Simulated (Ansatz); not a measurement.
GeMo2C in space group P6_3/mmc (No. 194; Ge on 2d, Mo on 4f, C on 2a) under volume change, plane-wave PAW PBEsol (Ansatz code), shape and atoms relaxed at each volume.

```tsv
V (Å³/atom)	E − E(relaxed) (meV/atom)	P (GPa)
11.861	89.8	26.81
12.252	37.6	16.29
12.643	8.9	7.46
13.034	0.0	-0.01
13.425	7.9	-6.30
13.816	29.9	-11.58
14.207	63.7	-16.00
```

What does a third-order Birch–Murnaghan fit give for V₀, B₀ and B′?

V₀ = 13.03 Å³/atom, B₀ = 228 GPa, B′ = 4.7.

The start of the workflow was typed in or built on a structure type; neither database checked (COD, Materials Project) lists it. Its standing as an ambient phase is unchecked. The cell was relaxed with PBEsol under the symmetry of its start; whether a distortion lowers the energy is not shown. The run is not spin-polarised.

Potentials: the earlier of the program's two PAW sets. The files were generated under PBE; for other functionals the program regenerates the frozen cores, and for LDA and PBEsol the local potential too.
